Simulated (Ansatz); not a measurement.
**Relaxing Bi2W in the CdI2 type**

First guess:

```yaml
crystal:
  lattice:
    - [4.16498, 0.00000, 0.00000]
    - [-2.08249, 3.60698, 0.00000]
    - [0.00000, 0.00000, 6.66397]
  atoms:
    - { symbol: W, position: [0.00000, 0.00000, 0.00000] }
    - { symbol: Bi, position: [0.33333, 0.66667, 0.25000] }
    - { symbol: Bi, position: [0.66667, 0.33333, 0.75000] }
```

The calculation used DFT, PBE, PAW with Ansatz's default frozen-core files, scalar-relativistic (Ansatz 0.2.0).

Cell and atoms relax within the symmetry of the start on a 9×9×5 k mesh with 0.03 eV Fermi–Dirac smearing.

The start is built from a prototype, known or not as a phase of this compound; the cutoff is 420 eV.

No spin–orbit coupling, which matters for the heavy atoms here.

**Question.** What is the pressure of the first guess?

**Answer.** -6.30 GPa.

**Question.** What does it relax to?

**Answer.** a = 3.420 Å, b = 3.420 Å, c = 8.353 Å, α = 90.00°, β = 90.00°, γ = 120.00° (conventional cell), 28.21 Å³ per atom:
```
CELL_PARAMETERS angstrom
3.42037 0.00000 0.00000
-1.71019 2.96213 0.00000
0.00000 0.00000 8.35309
ATOMIC_POSITIONS crystal
W 0.00000 0.00000 0.00000
Bi 0.33333 0.66667 0.25365
Bi 0.66667 0.33333 0.74635
```

**Question.** How much energy does the relaxation release?

**Answer.** 415 meV/atom.
